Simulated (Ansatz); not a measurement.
**SCF log, TaRu**

TaRu is taken as a measured crystal structure (space group P4/mmm), 2 atoms in the cell. Source: COD entry 1522771; it may be a high-temperature, high-pressure or metastable form.

All numbers below come from DFT, r2SCAN, PAW, plane waves, scalar-relativistic in Ansatz development build ahead of 0.2.0.

Input file:

```yaml
crystal:
  lattice:
    - [3.155, 0.0, 0.0]
    - [0.0, 3.155, 0.0]
    - [0.0, 0.0, 3.206]
  atoms:
    - { symbol: Ru, position: [0.0, 0.0, 0.0] }
    - { symbol: Ta, position: [0.5, 0.5, 0.5] }
hamiltonian:
  xc: r2scan
  pseudopotentials: { kind: paw }
basis:
  ecutwfc: 500
kpoints:
  mp_grid: { grid: [8, 8, 8] }
scf:
  occupations: { method: gaussian, width: 0.1 }
  lower_state_search: "off"
  n_extra_bands: 12
  max_iter: 60
output:
  forces: true
  stress: true
```

Launched as:
```sh
ansatz run input.yaml --threads 2 --pin off --max-ram 5120MiB --backend cpu --events-out ev --progress --plain --runs-dir out
```

Output (shortened):

```
scf.n_extra_bands = 12 over 15 filled bands (N_el = 29.0): the run solves 27 bands
Pseudopotentials: kind: paw
Pseudopotential: Ru, paw, valence charge 16, recommended cutoff 500 eV (meta_gga), Ru.paw.azcp
Pseudopotential: Ta, paw, valence charge 13, recommended cutoff 500 eV (meta_gga), Ta.paw.azcp
Functional definition: r2SCAN
Crystal: 2 atoms, lattice volume = 31.913 Å³
Basis set: ecut = 500 eV, 799 PW (Γ), exchange–correlation on 96×96×96 points (64 copies of the dense FFT grid, shifted against one another)
Bands: 27, of which v1, the nominal top of the filled ones, is band 15 counted from 1 (14 counted from 0)
Symmetry: 16 space group operations
Space group: P4/mmm (ITA 123), of the structure as read, at distance tolerance 3.2e-5 Å
k-points: 75 of 512
Non-local potential: Ru, projectors of the file, l = 0: 3, l = 1: 2, l = 2: 2, l = 3: 1
Non-local potential: Ta, projectors of the file, l = 0: 3, l = 1: 2, l = 2: 2, l = 3: 1
PAW frozen core: Ru, regenerated for the run's functional (the file was generated under x = pbe(κ = 0.804, μ = 0.2195149727645171), c = pbe(β = 0.06672455060314922))
PAW frozen core: Ta, regenerated for the run's functional (the file was generated under x = pbe(κ = 0.804, μ = 0.2195149727645171), c = pbe(β = 0.06672455060314922))
Initial density: superposition of atomic densities (neutral atoms: chi_scale 0, normalization atom), corrected by the library's trained network
Initial wavefunctions: pseudopotential atomic-orbital guess
Functional: x = r2scan, c = r2scan; τ floored in thin density (d = 2e-4 eV/Å³)
SCF iter   1: F=-15835.657989 eV  HF=-15835.643073 eV  |F-HF|=1.49e-2  |Δ(HF+E_count)|=         —  Δρ=8.79e-3  dr2=9.18e-3  dr2_τ=3.04e-2  ethr=1.77e-3  ⟨swp⟩=5.3  Hψ=10254  notcnv=0  defer=89
preconditioner: auto → none  [metal: Δε(μ)=0.031 eV  Ē_g=13.759 eV  σ=0.100 eV  W_gap=0.17  n_scr=6 (ndim 8)  ℏωp=23.7 eV  f_vac=0.000  D(μ)=2.79/eV (n_scr^D=28)  sad-step TF]
SCF iter   2: F=-15835.655971 eV  HF=-15835.660543 eV  |F-HF|=4.57e-3  |Δ(HF+E_count)|=   1.75e-2  Δρ=5.39e-3  dr2=9.03e-3  dr2_τ=4.66e-4  ethr=3.16e-5  ⟨swp⟩=2.3  Hψ=3805  notcnv=0  defer=126
SCF iter   3: F=-15835.606975 eV  HF=-15835.667509 eV  |F-HF|=6.05e-2  |Δ(HF+E_count)|=   6.97e-3  Δρ=1.13e-2  dr2=6.79e-2  dr2_τ=5.34e-3  ethr=3.11e-5  ⟨swp⟩=2.1  Hψ=2397  notcnv=0  defer=126  recentre
SCF iter   4: F=-15835.660630 eV  HF=-15835.660492 eV  |F-HF|=1.38e-4  |Δ(HF+E_count)|=   7.02e-3  Δρ=2.48e-3  dr2=6.82e-4  dr2_τ=9.15e-5  ethr=3.11e-5  ⟨swp⟩=2.0  Hψ=2279  notcnv=0  defer=126
SCF iter   5: F=-15835.660650 eV  HF=-15835.660779 eV  |F-HF|=1.29e-4  |Δ(HF+E_count)|=   2.87e-4  Δρ=5.52e-4  dr2=1.65e-4  dr2_τ=9.90e-6  ethr=2.35e-6  ⟨swp⟩=2.7  Hψ=3040  notcnv=0  defer=126
SCF iter   6: F=-15835.660766 eV  HF=-15835.660772 eV  |F-HF|=5.95e-6  |Δ(HF+E_count)|=   7.28e-6  Δρ=1.23e-4  dr2=7.86e-6  dr2_τ=3.27e-7  ethr=5.70e-7  ⟨swp⟩=1.0  Hψ=1853  notcnv=0  defer=126
SCF iter   7: F=-15835.660774 eV  HF=-15835.660774 eV  |F-HF|=2.00e-8  |Δ(HF+E_count)|=   2.16e-6  Δρ=1.70e-5  dr2=6.67e-8  dr2_τ=5.96e-9  ethr=3.45e-10  ⟨swp⟩=4.0  Hψ=6604  notcnv=0
SCF iter   8: F=-15835.660774 eV  HF=-15835.660774 eV  |F-HF|=9.26e-8  |Δ(HF+E_count)|=   3.03e-8  Δρ=1.34e-5  dr2=1.10e-7  dr2_τ=6.34e-9  ethr=2.30e-10  ⟨swp⟩=2.2  Hψ=2247  notcnv=0  defer=284
SCF iter   9: F=-15835.660774 eV  HF=-15835.660774 eV  |F-HF|=2.22e-8  |Δ(HF+E_count)|=   6.91e-9  Δρ=6.52e-6  dr2=2.66e-8  dr2_τ=1.74e-10  ethr=2.30e-10  ⟨swp⟩=2.1  Hψ=4998  notcnv=0
SCF 1 converged in 9 iterations: F = -15835.660774 eV  dr2 = 2.66e-8
  greatest PAW one-centre occupation: 0.998 electrons in one spin orbital (limit 2), on the Ta atom at site 1 (counted from 0), in its partial waves of l = 0
SCF converged after 9 iterations
Free energy (F): -15835.660774 eV
Harris-Foulkes:  -15835.660774 eV  (|F-HF|=2.22e-8)
Internal energy: -15835.646969 eV  (E = F + TS)
E sigma→0 (E₀):  -15835.653871 eV
Entropy (-TS):   -0.013805 eV (-6.903 meV/atom)
Fermi energy:    21.445403 eV
--- Per-component energies (eV) ---
  E_band       = -207.251368
  E_kinetic    = 880.260592
  E_local      = -1937.536621  (includes V_loc(G=0)·N_el)
  E_nonlocal   = 357.197932
  E_hartree    = 650.252305
  E_xc         = -388.608979
  E_vxc        = -488.886471  (∫ρ·V_xc dr)
  E_paw        = -11901.797568  (= ΣΔE_a)
  E_vpaw       = -348.806697  (= ΣTr[D̂ρ^β])
  E_aug_tail   = 0.000152  (compensation charges beyond the density's cutoff)
  E_vtau       = 30.011172  (kinetic-family band-sum trace: ∫τ·v_τ [+ j·A + Jᵃ·Aᵃ] dr)
  E_ewald      = -3494.347545
  E_core_change = -1.067236  (= ΣΔE_core)
  E_smearing   = -0.013805  (= −TS)
  E_closure    = 0.000000  (closes the sum)
  Σ components = -15835.660774   (vs F -15835.660774, Δ=0.00e0)
--- Forces (eV/Å), atoms counted from 1 ---
  atom   1  Ru     0.00000000     0.00000000     0.00000000
  atom   2  Ta     0.00000000     0.00000000     0.00000000
  max |Σ_I F_I| component: 1.62e-29 eV/Å
--- Stress (GPa, compression-positive) ---
       -5.831029       0.000000       0.000000
        0.000000      -5.831029       0.000000
        0.000000       0.000000      -0.456772
  P = ⅓ Tr σ = -4.0396 GPa (-40.396 kbar)
```

The run took 1.9 s on 2 threads of Intel(R) Xeon(R) 6975P-C (Granite Rapids), with other jobs on the host, peak memory 0.46 GiB.
